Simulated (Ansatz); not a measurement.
# Zn (dhcp): energy against volume

Level of theory: Ansatz 0.2.0, DFT, r2SCAN, plane waves (500 eV) with PAW, scalar-relativistic. (PAW data from PBE, frozen cores regenerated.)

The cell is scaled uniformly from the relaxed one, with fractional coordinates and shape fixed. Energies are extrapolated to zero smearing, pressures are those at the given smearing. Magnetic state: spin not included.

A Birch-Murnaghan fit gives V₀ = 14.42 Å³/atom, B₀ = 90 GPa, B₀′ = 5.1.

(1) What are the energy above the minimum and the pressure at 12.700 Å³/atom?

(2) What are the energy above the minimum and the pressure at 13.854 Å³/atom?

(3) What are the energy above the minimum and the pressure at 15.586 Å³/atom?

## Answers

(1) 75.1 meV/atom and 15.89 GPa as computed.

(2) 6.8 meV/atom and 4.06 GPa as computed.

(3) 22.8 meV/atom and -5.69 GPa as computed.
